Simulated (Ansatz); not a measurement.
Ansatz (a quantum-chemistry and plane-wave program) input:

Ansatz 0.2 input:
```yaml
crystal:
  lattice:
    - [4.9707954414, 0.0, 0.0]
    - [-2.4853977207, 4.3048351293, 0.0]
    - [0.0, 0.0, 3.1117121222]
  atoms:
    - { symbol: Zr, position: [0.0, 0.0, 0.0] }
    - { symbol: Zr, position: [0.3333333333, 0.6666666667, 0.5] }
    - { symbol: Zr, position: [0.6666666667, 0.3333333333, 0.5] }
kpoints:
  mp_grid: { grid: [7, 7, 10] }
  band_path:
    path:
      - [[0.0, 0.0, 0.0], [0.5, 0.0, 0.0], [0.3333333333, 0.3333333333, 0.0], [0.0, 0.0, 0.0], [0.0, 0.0, 0.5], [0.5, 0.0, 0.5], [0.3333333333, 0.3333333333, 0.5], [0.0, 0.0, 0.5]]  # Γ-M-K-Γ-A-L-H-A
      - [[0.5, 0.0, 0.5], [0.5, 0.0, 0.0]]  # L-M
      - [[0.3333333333, 0.3333333333, 0.5], [0.3333333333, 0.3333333333, 0.0]]  # H-K
    npoints: 8
basis: { xc_grid: 2 }
hamiltonian:
  xc: pbesol
  pseudopotentials: { kind: paw }
magnetization: { noncollinear: true, spin_orbit: true }
scf:
  n_extra_bands: 12
  convergence: { dr2_threshold: 0.0000000001 }
  occupations: { method: gaussian, width: 0.05 }
output: { eigenvalues: true }
```

Output (shortened):

```
Pseudopotential: Zr, paw_fr, valence charge 12
Functional definition: PBEsol
non-collinear run that drives no moment, with spin-orbit …
Crystal: 3 atoms, lattice volume = 66.586 Å³
Basis set: ecut = 420 eV, 1325 PW (Γ), exchange–correlation on 72×72×48 points (8 copies of the dense FFT grid, shifted against one another)
Bands: 48, of which v1, the nominal top of the filled ones, is band 36 counted from 1 (35 counted from 0)
Symmetry: 24 space group operations + 24 with time reversal
k-points: 48 of 490
Projection manifold: j_resolved (fully-relativistic pseudo-atomic orbitals)
SCF iter   1: F=—  HF=-12388.841016 eV  |F-HF|=—  |Δ(HF+E_count)|=         —  Δρ=3.22e-2  dr2=1.04e0  dr2_m=0.00e0 (ungated)  ethr=3.10e-3  |M|=0.00e0 ∫|m|=0.00e0 μB  |m|>n=0.0e0 m-floor=0.0e0 τ_xc=0.0e0  β_m=0.30  ⟨swp⟩=5.7  Hψ=5037  notcnv=0  defer=2
preconditioner: auto → none
SCF iter   2: F=—  HF=-12388.571981 eV  |F-HF|=—  |Δ(HF+E_count)|=   2.69e-1  Δρ=1.95e-2  dr2=4.67e-1  dr2_m=0.00e0 (ungated)  ethr=2.89e-3  |M|=0.00e0 ∫|m|=0.00e0 μB  |m|>n=0.0e0 m-floor=0.0e0 τ_xc=0.0e0  β_m=0.34  ⟨swp⟩=2.3  Hψ=1921  notcnv=0  defer=196
SCF iter   3: F=—  HF=-12388.519931 eV  |F-HF|=—  |Δ(HF+E_count)|=   5.21e-2  Δρ=1.59e-2  dr2=4.59e-1  dr2_m=0.00e0 (ungated)  ethr=1.30e-3  |M|=0.00e0 ∫|m|=0.00e0 μB  |m|>n=0.0e0 m-floor=0.0e0 τ_xc=0.0e0  β_m=0.30  ⟨swp⟩=2.1  Hψ=1565  notcnv=0  defer=198
SCF iter   4: F=—  HF=-12388.452152 eV  |F-HF|=—  |Δ(HF+E_count)|=   6.78e-2  Δρ=4.46e-3  dr2=6.58e-3  dr2_m=0.00e0 (ungated)  ethr=1.28e-3  |M|=0.00e0 ∫|m|=0.00e0 μB  |m|>n=0.0e0 m-floor=0.0e0 τ_xc=0.0e0  β_m=0.57  ⟨swp⟩=2.1  Hψ=1543  notcnv=0  defer=198
SCF iter   5: F=—  HF=-12388.451339 eV  |F-HF|=—  |Δ(HF+E_count)|=   8.13e-4  Δρ=1.30e-3  dr2=3.16e-3  dr2_m=0.00e0 (ungated)  ethr=1.83e-5  |M|=0.00e0 ∫|m|=0.00e0 μB  |m|>n=0.0e0 m-floor=0.0e0 τ_xc=0.0e0  β_m=0.50  ⟨swp⟩=2.0  Hψ=2103  notcnv=0  defer=190
SCF iter   6: F=—  HF=-12388.450867 eV  |F-HF|=—  |Δ(HF+E_count)|=   4.73e-4  Δρ=3.56e-4  dr2=2.04e-4  dr2_m=0.00e0 (ungated)  ethr=8.79e-6  |M|=0.00e0 ∫|m|=0.00e0 μB  |m|>n=0.0e0 m-floor=0.0e0 τ_xc=0.0e0  β_m=0.75  ⟨swp⟩=1.9  Hψ=1190  notcnv=0  defer=190
SCF iter   7: F=—  HF=-12388.450835 eV  |F-HF|=—  |Δ(HF+E_count)|=   3.18e-5  Δρ=3.43e-5  dr2=1.48e-6  dr2_m=0.00e0 (ungated)  ethr=5.66e-7  |M|=0.00e0 ∫|m|=0.00e0 μB  |m|>n=0.0e0 m-floor=0.0e0 τ_xc=0.0e0  β_m=0.79  ⟨swp⟩=2.0  Hψ=1271  notcnv=0  defer=190
SCF iter   8: F=—  HF=-12388.450835 eV  |F-HF|=—  |Δ(HF+E_count)|=   6.28e-9  Δρ=4.11e-6  dr2=1.39e-8  dr2_m=0.00e0 (ungated)  ethr=4.11e-9  |M|=0.00e0 ∫|m|=0.00e0 μB  |m|>n=0.0e0 m-floor=0.0e0 τ_xc=0.0e0  β_m=0.74  ⟨swp⟩=2.3  Hψ=1525  notcnv=0  defer=190
SCF iter  10: F=-12388.450835 eV  HF=-12388.450835 eV  |F-HF|=0.00e0  |Δ(HF+E_count)|=  2.18e-11  Δρ=7.90e-8  dr2=1.95e-12  dr2_m=0.00e0 (ungated)  ethr=1.00e-12  |M|=0.00e0 ∫|m|=0.00e0 μB  |m|>n=0.0e0 m-floor=0.0e0 τ_xc=0.0e0  ⟨swp⟩=7.7  Hψ=3154  notcnv=0
SCF 1 converged in 10 iterations: F = -12388.450835 eV  dr2 = 1.95e-12
NSCF: frozen V_eff on 75 k-points
SCF converged after 10 iterations
Magnetization: |M| = 0.0000 μB,  M = (+0.0000, +0.0000, +0.0000) μB
Absolute magnetization: 0.0000 μB (∫|m|)
  site 0: m = (+0.0000, +0.0000, +0.0000) μB, |m| = 0.0000 μB  (R = 1.28 Å)
  site 1: m = (+0.0000, +0.0000, +0.0000) μB, |m| = 0.0000 μB  (R = 1.18 Å)
  site 2: m = (+0.0000, +0.0000, +0.0000) μB, |m| = 0.0000 μB  (R = 1.18 Å)
Free energy (F): -12388.450835 eV
Harris-Foulkes:  -12388.450835 eV  (|F-HF|=0.00e0)
Internal energy: -12388.447771 eV  (E = F + TS)
E sigma→0 (E₀):  -12388.449303 eV
Entropy (-TS):   -0.003064 eV (-1.021 meV/atom)
Fermi energy:    14.571585 eV
--- Per-component energies (eV) ---
  E_band       = -265.670142
  E_kinetic    = 1000.913733
  E_local      = -1827.483567  (includes V_loc(G=0)·N_el)
  E_nonlocal   = 247.498552
  E_hartree    = 565.556614
  E_xc         = -481.656217
  E_vxc        = -571.448597  (∫ρ·V_xc dr)
  E_paw        = -8703.502636  (= ΣΔE_a)
  E_vpaw       = -246.263575  (= ΣTr[D̂ρ^β])
  E_aug_tail   = 0.000071  (compensation charges beyond the density's cutoff)
  E_ewald      = -3190.273723
  E_core_change = 0.499403  (= ΣΔE_core)
  E_smearing   = -0.003064  (= −TS)
  E_closure    = 0.000000  (closes the sum)
  Σ components = -12388.450835   (vs F -12388.450835, Δ=0.00e0)
  [band-id]    e_kinetic+e_local+e_nonlocal+2·e_hartree+e_vxc+e_vpaw+e_augmentation_tail = -265.670156   (vs E_band -265.670142, Δ=-1.35e-5)
--- Band table (eV; the first three rows and the last of 48) ---
  k-point 0: bands = ["-34.1250", "-34.1250", "-33.8652", "-33.8652", "-33.6445", "-33.6445", "-13.3834", "-13.3834", "-13.3212", "-13.3212", "-12.6885", "-12.6885", "-11.8409", "-11.8409", "-11.7846", "-11.7846", "-11.4046", "-11.4046", "-11.0881", …
  k-point 1: bands = ["-34.1164", "-34.1164", "-33.8611", "-33.8611", "-33.6384", "-33.6384", "-13.3848", "-13.3848", "-13.3233", "-13.3233", "-12.7166", "-12.7166", "-11.8314", "-11.8314", "-11.7673", "-11.7673", "-11.4484", "-11.4484", "-11.1400", …
  k-point 2: bands = ["-34.0936", "-34.0936", "-33.8504", "-33.8504", "-33.6224", "-33.6224", "-13.3918", "-13.3918", "-13.3312", "-13.3312", "-12.7962", "-12.7962", "-11.8061", "-11.8061", "-11.7204", "-11.7204", "-11.5545", "-11.5545", "-11.2704", …
  k-point 47: bands = ["-34.0311", "-34.0311", "-33.7260", "-33.7260", "-33.6809", "-33.6809", "-13.4689", "-13.4689", "-13.2792", "-13.2792", "-13.1783", "-13.1783", "-11.7958", "-11.7958", "-11.7188", "-11.7188", "-11.6703", "-11.6703", "-11.4004", …
```

Cost: about 40 core-seconds (a rough figure) on shared cores.

Space group P6/mmm. This is a known high-pressure phase of the composition, computed here at zero pressure and temperature. Symmetry was held in the PBEsol relaxation; of distortions, only those at the zone centre were tested. No spin polarisation was allowed.

Potentials: the later of the program's two PAW sets.

Ansatz is a plane-wave DFT program.
